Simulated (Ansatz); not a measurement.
Given:

Te:
Space group I4₁/amd, origin choice 1 (No. 141); a = b = 6.3907 Å, c = 3.1332 Å, α = β = γ = 90.00°

| atom | site | symmetry | x | y | z |
|---|---|---|---|---|---|
| Te | 4a | -4m2 | 0.0000 | 0.0000 | 0.0000 |
(The calculation used a cell of 2 atoms; values per cell refer to that cell.)

This is the r²SCAN-relaxed structure.

Question: All from DFT-r²SCAN in the program Ansatz with PAW potentials, unless another level is named. Estimate the electronic character.

Answer: metallic (no gap).

Question: What about the density of states at the Fermi level?

Answer: 0.68 states/eV per atom (mean over ±0.08 eV).

Question: Predict the Z2 indices of the occupied bands with spin–orbit coupling.

Answer: 0;(000).

Space group I4_1/amd (β-Sn type). The cell is a constructed one: a structure type filled with these elements; neither database checked (COD, Materials Project) lists it. It is not the phase usual at ambient conditions (space group No. 152). The cell was relaxed with r²SCAN under the symmetry of its start; of distortions, only those at the zone centre were tested. Scalar-relativistic: spin–orbit coupling is off unless named, which matters more the heavier the elements.

Potentials: the later of the program's two PAW sets.
